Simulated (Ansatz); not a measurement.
Consider a crystal of Si2N in space group Immm (No. 71), with Si on 8l; N on 4g. The cell of Si2N is invented: 3-, 4-connected net, elements by coordination.

Level of theory: DFT PBE, scalar-relativistic, plane waves, PAW (Ansatz 0.2.0). Cutoff 420 eV, Γ-centred mesh, Gaussian smearing, no spin polarisation.

Energies over the elements count from the elements' standard structures at the same level (N₂ as a molecule), with no fitted energy shifts.

**Question.** Give the relaxed lattice parameters and positions.

**Answer.**

Space group Immm (No. 71). a = 3.859 Å, b = 6.597 Å, c = 8.866 Å, α = 90.00°, β = 90.00°, γ = 90.00°
| atom | site | symmetry | x | y | z |
| --- | --- | --- | --- | --- | --- |
| Si | 8l | m.. | 0.0000 | 0.6885 | 0.1808 |
| N | 4g | m2m | 0.0000 | 0.2526 | 0.0000 |

Around Si lie 1 N at 1.65 Å and 3 Si at 2.43–2.49 Å; N is surrounded by 2 Si at 1.65 Å. Another local minimum with the same sites may exist.

**Question.** And its energy and gap?

**Answer.** The energy over the elements is +0.11 eV/atom and the gap on the 12×12×12 mesh of the 6-atom cell is 0 eV (a metal). It can't be a ground state, since the elements alone are lower.

The last run used Gaussian smearing of 0.10 eV. Symmetry constrained the relaxation, so the result can be a saddle point.
